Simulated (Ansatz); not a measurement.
**LaSi₂Os₂: relaxation (Ansatz)**

input.yaml:

```yaml
crystal:
  lattice:
    - [0.0, 4.240473, 0.0]
    - [4.240473, 0.0, 0.0]
    - [2.120236, 2.120236, -5.07953]
  atoms:
    - { symbol: Os, position: [0.75, 0.25, 0.5] }
    - { symbol: Os, position: [0.25, 0.75, 0.5] }
    - { symbol: Si, position: [0.375, 0.375, 0.25] }
    - { symbol: Si, position: [0.625, 0.625, 0.75] }
    - { symbol: La, position: [0.0, 0.0, 0.0] }
  symmetry: { tolerance: 0.0003 }
kpoints:
  mp_grid: { grid: [7, 7, 7], shift: [0, 0, 0] }
magnetization:
  spin_polarized: false
scf:
  occupations: { method: fermi_dirac }
  lower_state_search: "off"
hamiltonian:
  pseudopotentials: { kind: paw }
  xc: r2scan
basis:
  ecutwfc: 500
  fft_grid_basis: typed
relax:
  max_steps: 60
output:
  forces: true
  stress: true
  eigenvalues: true
  bader: true
  populations: true
  elf: true
  write_potential: true
  volumetric_format: npy
  dos:
    e_range: [-12, 8]
    de: 0.05
    projected: { site_lists: { La: [La], Os: [Os], Si: [Si] } }
  write_density: true
checkpoint:
  read: saved_state
```

The command:

```bash
ansatz run input.yaml --threads 2 --pin off --max-ram 3584MiB --backend cpu --events-out ev --progress --plain --runs-dir out
```

Origin of the cell: a database entry, scaled a little.

The smearing width isn't typed, so it takes its default of 0.1 eV.

The saved state is a converged single point of the same cell.

Steps:

```json
{"step": "1", "ΔF (meV/atom)": "0.0", "max force component (eV/Å)": "1.799", "SCF iterations": "6", "step was": "accepted"}
{"step": "2", "ΔF (meV/atom)": "-45.6", "max force component (eV/Å)": "0.702", "SCF iterations": "6", "step was": "accepted"}
{"step": "3", "ΔF (meV/atom)": "-54.2", "max force component (eV/Å)": "0.070", "SCF iterations": "5", "step was": "accepted"}
{"step": "4", "ΔF (meV/atom)": "-54.3", "max force component (eV/Å)": "0.002", "SCF iterations": "4", "step was": "accepted"}
{"step": "5", "ΔF (meV/atom)": "-54.3", "max force component (eV/Å)": "0.002", "SCF iterations": "2", "step was": "accepted"}
```

Before:

Space group I4/mmm (No. 139); the run's cell has a = 4.240 Å, b = 4.240 Å, c = 5.899 Å, α = 68.93°, β = 68.93°, γ = 90.00°. Shortest distances: Os–Si 2.47 Å, Si–Si 2.54 Å, Os–Os 3.00 Å, La–Si 3.26 Å, La–Os 3.31 Å.

After:

Space group I4/mmm (No. 139); the run's cell has a = 4.240 Å, b = 4.240 Å, c = 5.899 Å, α = 68.93°, β = 68.93°, γ = 90.00°. Shortest distances: Os–Si 2.40 Å, Si–Si 2.85 Å, Os–Os 3.00 Å, La–Os 3.31 Å, La–Si 3.32 Å.

```yaml
crystal:
  lattice:
    - [0.00000, 4.24047, 0.00000]
    - [4.24047, 0.00000, 0.00000]
    - [2.12024, 2.12024, -5.07953]
  atoms:
    - { symbol: Os, position: [0.75000, 0.25000, 0.50000] }
    - { symbol: Os, position: [0.25000, 0.75000, 0.50000] }
    - { symbol: Si, position: [0.35983, 0.35983, 0.28033] }
    - { symbol: Si, position: [0.64017, 0.64017, 0.71967] }
    - { symbol: La, position: [0.00000, 0.00000, 0.00000] }
```

```
Free energy lowered by  : 54.3 meV/atom
Final pressure          : -2.05 GPa
Relaxation steps listed : 5
```

Caveats: no moments, though an odd count or open d shells may carry them; no spin-orbit coupling, though heavy elements are present; the SCF threshold is looser than advised for a stress; the relaxation held the start's symmetry, so the end may be a saddle point.

Time: 67 s on 2 threads of Intel(R) Xeon(R) Platinum 8488C (Sapphire Rapids), with other jobs on the host, peak memory 0.84 GiB, from a saved density.
